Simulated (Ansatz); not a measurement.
Here is the system:

BeS:
```xyz
4
Lattice="3.4118 0.0000 0.0000 -1.7059 2.9547 0.0000 0.0000 0.0000 5.6249" Properties=species:S:1:pos:R:3 pbc="T T T"
Be     0.0000     1.9698     5.6218
S      1.7059     0.9849     0.7061
Be     1.7059     0.9849     2.8094
S      0.0000     1.9698     3.5186
```

This is the PBEsol-relaxed structure. x, y and z are the axes in which the lattice vectors are written.

All from plane-wave PAW PBEsol (Ansatz code), unless another level is named. Predict the zero-point energy.

75.3 meV/atom.

Predict the Hill bulk and shear moduli.

96.9 and 65.2 GPa.

Predict the elastic constants (relaxed ions, GPa).

C11 = 191, C12 = 57.1, C13 = 39.2, C33 = 220, C44 = 54.5.

Space group P6_3mc (wurtzite). The start of the workflow was typed in or built on a structure type; neither database checked (COD, Materials Project) lists it. COD files the formula under space group No. 216, so this cell is another polymorph or a model. Its standing as an ambient phase is unchecked. The PBEsol relaxation kept the symmetry of its start; phonons on a q-mesh show no instability.

Potentials: the later of the program's two PAW sets.
